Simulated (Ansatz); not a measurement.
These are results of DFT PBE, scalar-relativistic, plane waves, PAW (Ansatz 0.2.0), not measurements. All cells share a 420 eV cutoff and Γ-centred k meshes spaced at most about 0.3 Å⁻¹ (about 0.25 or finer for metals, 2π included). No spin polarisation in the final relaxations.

Each of these unrelaxed guesses is relaxed in cell and atoms within its symmetry. A guess keeps its type if space group and coordination stay and the shape of the cell changes little (axis ratios within about 15 %, angles within 6°); the volume may change.

1. BaTa3O2

```cif
data_structure
_symmetry_space_group_name_H-M 'P-4m2'
_symmetry_Int_Tables_number 115
_cell_length_a 3.5483
_cell_length_b 3.5483
_cell_length_c 7.7767
_cell_angle_alpha 90.000
_cell_angle_beta 90.000
_cell_angle_gamma 90.000
_cell_volume 97.91
loop_
_atom_site_label
_atom_site_type_symbol
_atom_site_symmetry_multiplicity
_atom_site_Wyckoff_symbol
_atom_site_fract_x
_atom_site_fract_y
_atom_site_fract_z
_atom_site_occupancy
Ba1 Ba 1 a 0.00000 0.00000 0.00000 1
Ta1 Ta 1 b 0.50000 0.50000 0.00000 1
Ta2 Ta 2 g 0.00000 0.50000 0.38200 1
O1 O 2 g 0.00000 0.50000 0.73400 1
```

2. In2Ge

```cif
data_structure
_symmetry_space_group_name_H-M 'P-3m1'
_symmetry_Int_Tables_number 164
_cell_length_a 3.2186
_cell_length_b 3.2186
_cell_length_c 7.8839
_cell_angle_alpha 90.000
_cell_angle_beta 90.000
_cell_angle_gamma 120.000
_cell_volume 70.73
loop_
_atom_site_label
_atom_site_type_symbol
_atom_site_symmetry_multiplicity
_atom_site_Wyckoff_symbol
_atom_site_fract_x
_atom_site_fract_y
_atom_site_fract_z
_atom_site_occupancy
In1 In 2 d 0.33333 0.66667 0.66667 1
Ge1 Ge 1 a 0.00000 0.00000 0.00000 1
```

3. La2OF2

```cif
data_structure
_symmetry_space_group_name_H-M 'P6_3/mmc'
_symmetry_Int_Tables_number 194
_cell_length_a 3.7400
_cell_length_b 3.7400
_cell_length_c 15.9567
_cell_angle_alpha 90.000
_cell_angle_beta 90.000
_cell_angle_gamma 120.000
_cell_volume 193.29
loop_
_atom_site_label
_atom_site_type_symbol
_atom_site_symmetry_multiplicity
_atom_site_Wyckoff_symbol
_atom_site_fract_x
_atom_site_fract_y
_atom_site_fract_z
_atom_site_occupancy
La1 La 4 e 0.00000 0.00000 0.60510 1
O1 O 2 c 0.66667 0.33333 0.75000 1
F1 F 4 f 0.66667 0.33333 0.00396 1
```

Question: Which guesses survive the relaxation?

Answer: Guess 2 keeps its type.

```json
{"guess": "1", "kept": "no", "start group": "P-4m2", "end group": "P-4m2", "V start (Å³/atom)": "16.3", "V end": "18.2", "b/a and c/a, end over start": "1.00, 0.51", "nearest neighbours start": "Ba 8, O 9, Ta 5/8", "nearest neighbours end": "Ba 4, O 1, Ta 1/4"}
{"guess": "2", "kept": "yes", "start group": "P-3m1", "end group": "P-3m1", "V start (Å³/atom)": "23.6", "V end": "24.8", "b/a and c/a, end over start": "1.00, 0.95", "nearest neighbours start": "Ge 12, In 12", "nearest neighbours end": "Ge 12, In 12"}
{"guess": "3", "kept": "no", "start group": "P6_3/mmc", "end group": "P6_3/mmc", "V start (Å³/atom)": "19.3", "V end": "19.7", "b/a and c/a, end over start": "1.00, 1.10", "nearest neighbours start": "F 3, La 6, O 6", "nearest neighbours end": "F 3, La 6, O 6"}
```

Neighbours count within 15 % of an atom's shortest distance; end groups are read at 0.02 Å (0.05 Å in metals).

Spin–orbit coupling, which can matter for Ta, is left out. In BaTa3O2 P-4m2 an odd number of electrons in the primitive cell allows no gap without spin; a larger cell or a magnetic state could open one. Cells relaxed within their symmetry can be saddle points.

In counts of neighbours, a slash parts the counts of unlike sites.
